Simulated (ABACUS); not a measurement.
One base run on TaN (P6/mmm, 6 atoms in the cell; from COD 9008975) and variants with one or two settings moved

```xyz
6
Lattice="5.1910 0.0000 0.0000 -2.5955 4.4955 0.0000 0.0000 0.0000 2.9080" Properties=species:S:1:pos:R:3 pbc="T T T"
Ta     0.0000     0.0000     0.0000
Ta     0.0000     2.9970     1.4540
Ta     2.5955     1.4985     1.4540
N      2.5955     0.0000     0.0000
N      1.2977     2.2478     0.0000
N     -1.2977     2.2478     0.0000
```

Base run A: ABACUS with PBEsol, numerical atomic orbitals TZDP (confined pseudo-atomic orbitals; energy shift 0.01 Ry), PseudoDojo 0.4 standard norm-conserving PBEsol (tails mended) pseudopotentials, self-consistent single point.

Its settings: basis = TZDP numerical atomic orbitals, energy shift 0.01 Ry; KPT = Gamma 7 7 11 0 0 0; basis_type = lcao; ecutwfc = 100 Ry; smearing_method = fd; smearing_sigma = 0.00734986 Ry; potentials = PseudoDojo 0.4 standard norm-conserving PBEsol (tails mended); symmetry = 1; symmetry_prec = 1e-05; ks_solver = scalapack_gvx; scf_nmax = 100; scf_thr = 1.0e-07; mixing_type = pulay.

The starting cell comes from an entry of a crystal-structure database; it serves only as a starting point and was not checked for soundness. The atom-centred basis is finite, which shifts total energies and pressures against plane waves.

ΔF is the free energy per atom less that of run A. Absolute energies have different zeros for different potentials, functionals, Hubbard and dispersion terms and are not compared across them.

A variant of run A gave: the free energy goes up by 3.1 meV/atom and the pressure goes from 0.64 to 4.97 GPa.

What was changed between the two runs?
A) KPT: Gamma 7 7 11 0 0 0 → Gamma 5 5 8 0 0 0
B) smearing_sigma: 0.00734986 Ry → 0.0220496 Ry
C) basis_set: TZDP numerical atomic orbitals, energy shift 0.01 Ry → DZP numerical atomic orbitals, energy shift 0.01 Ry
D) lattice vector c scaled by 0.99

D, lattice vector c scaled by 0.99. That run gave: ΔF (meV/atom) 3.1; pressure (GPa) 4.97; k-points 48; basis size 150.

The base and the other variants:

| change | ΔF (meV/atom) | pressure (GPa) | k-points | basis size |
|---|---|---|---|---|
| base | 0.00 | 0.64 | 48 | 150 |
| volume scaled by 0.98 | 5.6 | 7.42 | 48 | 150 |
| lattice vector a scaled by 1.02 | 5.1 | -4.55 | 150 | 150 |
| smearing_sigma: 0.00734986 Ry → 0.0220496 Ry | -34.7 | 1.46 | 48 | 150 |
| symmetry: 1 → 0; symmetry_prec: 1e-05 → default | 0.00 | 0.64 | 270 | 150 |
| KPT: Gamma 7 7 11 0 0 0 → Gamma 5 5 8 0 0 0 | -4.5 | 0.50 | 25 | 150 |
| basis_set: TZDP numerical atomic orbitals, energy shift 0.01 Ry → DZP numerical atomic orbitals, energy shift 0.01 Ry | 143.2 | 4.34 | 48 | 96 |
| basis_set: TZDP numerical atomic orbitals, energy shift 0.01 Ry → TZDP numerical atomic orbitals, energy shift 0.03 Ry | 557.1 | -6.62 | 48 | 150 |

The atomic orbitals were generated for these runs; they are not ABACUS's published sets and were checked against plane waves on a few crystals only.

“Tails mended”: in these copies of the files the far tail of each local potential was reset to the Coulomb form.
